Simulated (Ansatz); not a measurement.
The cell comes from COD entry 9011614, which wasn't checked; take it as a given geometry.

Input and log of a run on Bi: DFT, PBEsol, all-electron LAPW, scalar-relativistic (Ansatz 0.2.0).

Command: `ansatz run input.yaml --threads 1 --pin off --max-ram 3072MiB --backend cpu --events-out ev --progress --plain --runs-dir out` The run took 15 s on 1 thread of Arm Neoverse V1, with other jobs on the host, peak memory 0.27 GiB.

```yaml
crystal:
  lattice:
    - [4.5390002997, 0.0, 0.0]
    - [-2.2695001499, 3.9308895674, 0.0]
    - [0.0, 0.0, 11.829]
  atoms:
    - { symbol: Bi, position: [0.3333333333, 0.6666666667, 0.25] }
    - { symbol: Bi, position: [0.6666666667, 0.3333333333, 0.75] }
kpoints:
  mp_grid: { grid: [9, 9, 3] }
  band_path:
    path:
      - [0.0, 0.0, 0.0]
      - [0.5, 0.0, 0.0]
      - [0.3333333333, 0.3333333333, 0.0]
      - [0.0, 0.0, 0.0]
      - [0.0, 0.0, 0.5]
      - [0.5, 0.0, 0.5]
      - [0.3333333333, 0.3333333333, 0.5]
      - [0.0, 0.0, 0.5]
      - [0.5, 0.0, 0.5]
    npoints: 14
scf:
  occupations: { method: fermi_dirac, width: 0.03 }
hamiltonian:
  xc: pbesol
  pseudopotentials: { kind: all_electron, lapw: { basis_error: 0.0005 } }
output:
  forces: true
  stress: true
  eigenvalues: true
  populations: true
  dos: { projected: true, de: 0.2, e_range: [-14, 8] }
```

The log:

```
Bi: projections on atomic orbitals take those of the free atom 1s2 2s2 2p6 3s2 3p6 3d10 4s2 4p6 4d10 4f14 5s2 5p6 5d10 6s2 6p3, of charge +0.00 (hamiltonian.pseudopotentials.projection_atoms)
LAPW: plane waves up to 4.514 Å⁻¹, error target 5.0e-4 eV per atom; small_component_spin mean_spin; Bi in spheres of 2.270 Å, 21 of its electrons in bands, Dirac shells []
Engine: ansatz 0.2.0
Pseudopotentials: kind: all_electron
Pseudopotential: Bi, LAPW, valence charge 21, Koelling and Harmon's equation, gaussian nucleus
Functional definition: PBEsol
  exchange = pbesol_x
  correlation = pbesol_c
Crystal: 2 atoms, lattice volume = 211.057 Å³
Basis set: ecut = 77.63697406746849 eV, 323 PW (Γ), exchange–correlation at level 2
Bands: 26, of which v1, the nominal top of the filled ones, is band 21 counted from 1 (20 counted from 0)
Symmetry: 24 space group operations
Space group: P63/mmc (ITA 194), of the structure as read, at distance tolerance 6.0e-5 Å
k-points: 24 of 243
Non-local potential: Bi, projectors of the file, none
Initial density: superposition of atomic densities (neutral atoms: chi_scale 0, normalization atom)
Initial wavefunctions: plane waves of lowest kinetic energy (no species holds an atomic orbital)
Functional: x = pbesol(κ = 0.804, μ = 0.12345679012345678), c = pbesol(β = 0.046)
iter 1 solved again at ethr=9.84e-5 eV; its pass at ethr=1.00e-1 eV (dr2=4.13e-2 eV) is discarded
SCF iter   1: F=—  HF=-1171097.716323 eV  |F-HF|=—  |Δ(HF+E_count)|=         —  Δρ=2.95e-3  dr2=4.17e-2  ethr=9.84e-5  ⟨swp⟩=3.3  Hψ=4088  notcnv=0
preconditioner: auto → LDOS  [metal: Δε(μ)=0.028 eV  Ē_g=6.631 eV  σ=0.030 eV  W_gap=0.22  n_scr=36 (ndim 8)  ℏωp=8.1 eV  f_vac=0.414  D(μ)=6.27/eV (n_scr^D=50)  β→1.0]
SCF iter   2: F=—  HF=-1171097.676174 eV  |F-HF|=—  |Δ(HF+E_count)|=   4.01e-2  Δρ=1.64e-3  dr2=1.60e-2  ethr=9.84e-5  ⟨swp⟩=3.0  Hψ=2178  notcnv=0
SCF iter   3: F=—  HF=-1171097.699607 eV  |F-HF|=—  |Δ(HF+E_count)|=   2.34e-2  Δρ=7.91e-4  dr2=3.11e-3  ethr=3.81e-5  ⟨swp⟩=3.0  Hψ=2212  notcnv=0
SCF iter   4: F=—  HF=-1171097.698032 eV  |F-HF|=—  |Δ(HF+E_count)|=   1.58e-3  Δρ=4.79e-4  dr2=1.07e-3  ethr=7.39e-6  ⟨swp⟩=3.0  Hψ=2107  notcnv=0
SCF iter   5: F=—  HF=-1171097.698098 eV  |F-HF|=—  |Δ(HF+E_count)|=         —  Δρ=1.27e-4  dr2=2.07e-4  ethr=2.54e-6  ⟨swp⟩=3.0  Hψ=2061  notcnv=0
the basis was enlarged: its passes take 72.3 KiB over the memory plan, 1 of 1 planned eigensolver slots
SCF iter   6: F=—  HF=-1171097.698045 eV  |F-HF|=—  |Δ(HF+E_count)|=   5.28e-5  Δρ=5.18e-5  dr2=2.10e-5  ethr=4.92e-7  ⟨swp⟩=3.0  Hψ=2084  notcnv=0
iter 7 solved again at ethr=1.79e-9 eV; its pass at ethr=4.99e-8 eV (dr2=7.51e-7 eV) is discarded
SCF iter   7: F=—  HF=-1171097.698087 eV  |F-HF|=—  |Δ(HF+E_count)|=   4.15e-5  Δρ=1.10e-5  dr2=7.52e-7  ethr=1.79e-9  ⟨swp⟩=2.0  Hψ=3378  notcnv=0
SCF iter   8: F=-1171097.698089 eV  HF=-1171097.698089 eV  |F-HF|=7.22e-8  |Δ(HF+E_count)|=   2.17e-6  Δρ=2.85e-6  dr2=3.13e-8  ethr=1.79e-9  ⟨swp⟩=3.0  Hψ=2085  notcnv=0
SCF 1 converged in 8 iterations: F = -1171097.698089 eV  dr2 = 3.13e-8
NSCF: frozen V_eff on 113 k-points
SCF converged after 8 iterations
Free energy (F): -1171097.698089 eV
Harris-Foulkes:  -1171097.698089 eV  (|F-HF|=7.22e-8)
Internal energy: -1171097.676826 eV  (E = F + TS)
E sigma→0 (E₀):  -1171097.687457 eV
Entropy (-TS):   -0.021263 eV (-10.632 meV/atom)
Fermi energy:    1.193544 eV
--- Per-component energies (eV) ---
  E_band       = -1546.880316
  E_kinetic    = 1355558.061396
  E_xc         = -21290.465462
  E_electrostatic = -2505365.272760  (all electrons and nuclei)
  E_smearing   = -0.021263  (= −TS)
  E_closure    = 0.000000  (closes the sum)
  E_atoms      = -1171094.363200  (free atoms, spherical and without spin; not in F)
  Σ components = -1171097.698089   (vs F -1171097.698089, Δ=0.00e0)
  Basis errors (estimates in eV, not in F): energy 2.2e-4 per atom: plane waves 2.1e-4 (1.1e-4 summed), levels above the bands 5.1e-77, relativity 5.2e-9, radial functions 6.5e-6, core shells 2.8e-7; eigenvalues (radial functions only) 2.7e-6; not estimated: angular momenta, meshes, grids; target (lapw.basis_error) 5.0e-4; muffin-tin radii Bi 2.270 Å
--- Forces (eV/Å), atoms counted from 1 ---
  atom   1  Bi    -0.00000000    -0.00000000     0.00000000
  atom   2  Bi     0.00000000     0.00000000     0.00000000
  max |Σ_I F_I| component: 1.45e-19 eV/Å
--- Stress (GPa, compression-positive) ---
       -5.114754      -0.000000       0.000000
       -0.000000      -5.114754       0.000000
        0.000000       0.000000      -0.376858
  P = ⅓ Tr σ = -3.5355 GPa (-35.355 kbar)
--- Band table (eV; the first three rows and the last of 24) ---
  k-point 0: bands = ["-90.2630", "-90.2630", "-90.2627", "-90.2627", "-90.2627", "-90.2627", "-21.5927", "-21.5927", "-21.5876", "-21.5876", "-21.5875", "-21.5875", "-21.5820", "-21.5820", "-21.5820", "-21.5820", "-9.1228", "-9.1124", "0.3548", "0.8562", "2.6214", "2.6214", "2.6333", "2.6333", "4.2120", "5.7126"]
  k-point 1: bands = ["-90.2630", "-90.2630", "-90.2627", "-90.2627", "-90.2627", "-90.2627", "-21.5927", "-21.5927", "-21.5876", "-21.5876", "-21.5876", "-21.5876", "-21.5820", "-21.5820", "-21.5820", "-21.5820", "-9.1202", "-9.1150", "0.4611", "0.7079", "2.6244", "2.6244", "2.6303", "2.6303", "4.5734", "5.3212"]
  k-point 2: bands = ["-90.2630", "-90.2630", "-90.2627", "-90.2627", "-90.2627", "-90.2627", "-21.5923", "-21.5922", "-21.5878", "-21.5878", "-21.5876", "-21.5876", "-21.5820", "-21.5820", "-21.5812", "-21.5812", "-9.0872", "-9.0772", "0.4332", "0.9177", "2.0437", "2.0752", "2.5245", "2.5418", "4.5747", "6.3168"]
  k-point 23: bands = ["-90.2630", "-90.2630", "-90.2627", "-90.2627", "-90.2627", "-90.2627", "-21.5893", "-21.5893", "-21.5893", "-21.5893", "-21.5885", "-21.5885", "-21.5779", "-21.5779", "-21.5779", "-21.5779", "-8.7466", "-8.7466", "0.4557", "0.4670", "0.4670", "0.4870", "1.4446", "1.4446", "6.6482", "6.7553"]
--- Löwdin populations: 2 sites ---
  site symbol       q [e]
     0     Bi     82.9942
     1     Bi     82.9942
  spilling = 0.000070 (of n_electrons = 166.000000)
```
